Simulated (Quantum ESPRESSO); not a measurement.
**Kohn-Sham bands of CuPd (CsCl type)**

```xyz
2
Lattice="2.9804 0.0000 0.0000 0.0000 2.9804 0.0000 0.0000 0.0000 2.9804" Properties=species:S:1:pos:R:3 pbc="T T T"
Cu     0.0000     0.0000     0.0000
Pd     1.4902     1.4902     1.4902
```

Cell from Materials Project (mp-1018029), symmetrised, no further relaxation. COD (Crystallography Open Database) has an entry of this formula and space group (matched by these alone). Level: PBEsol, no spin polarisation, no spin-orbit coupling; pw.x of Quantum ESPRESSO at 74 Ry with PseudoDojo potentials, 8×8×8 k-points, Wannier90. Density: 14×14×14 mesh, cold smearing 0.01 Ry.

**Question.** List the Kohn-Sham levels between −8 and 3.0 eV relative to the Fermi level at the high-symmetry points, as a band run of pw.x on that density gives them (levels within 2 meV counted together).

**Answer.** 
```csv
point,k (reciprocal lattice),levels (eV)
Γ,0.000 0.000 0.000,"-7.89, -4.54 (×2), -2.42 (×3), -1.05 (×2), -0.08 (×3)"
X,0.000 0.500 0.000,"-4.58, -4.04, -3.22, -2.41, -2.13 (×2), -1.94 (×2), -1.56, -0.99, -0.56, 1.14"
M,0.500 0.500 0.000,"-5.26, -4.39, -3.40 (×2), -1.23, -1.18, -0.98, -0.20, 0.08 (×2), 0.78 (×2)"
R,0.500 0.500 0.500,"-3.91 (×3), -2.62 (×3), -1.16 (×2), -0.15 (×2)"
```
